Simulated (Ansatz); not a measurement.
Here is the system:

SiNi:
```
SiNi
1.0
    4.46769     0.00000     0.00000
    0.00000     4.46769     0.00000
    0.00000     0.00000     4.46769
Si Ni
4 4
Direct
  0.65353   0.15353   0.34647
  0.84647   0.84647   0.84647
  0.15353   0.34647   0.65353
  0.34647   0.65353   0.15353
  0.35106   0.85106   0.64894
  0.14894   0.14894   0.14894
  0.85106   0.64894   0.35106
  0.64894   0.35106   0.85106
```

This is the PBEsol-relaxed structure.

**Question.** All from DFT-PBEsol in the program Ansatz with PAW potentials, unless another level is named. Give the electronic character.

**Answer.** metallic (no gap).

**Question.** Predict the density of states at the Fermi level.

**Answer.** 0.29 states/eV per atom (mean over ±0.08 eV).

**Question.** Next, the formation energy from the elements (no fitted shifts)?

**Answer.** -0.50 eV/atom.

Space group P2_13. The workflow started from a Materials Project entry (that database holds measured and hypothetical structures alike); the Crystallography Open Database copy checked does not list it. It is not the phase usual at ambient conditions (space group No. 62). The PBEsol relaxation kept the symmetry of its start; of distortions, only those at the zone centre were tested. The run is not spin-polarised. The references are the lowest solids computed at this level, not always the standard phases.

Potentials: the later of the program's two PAW sets.
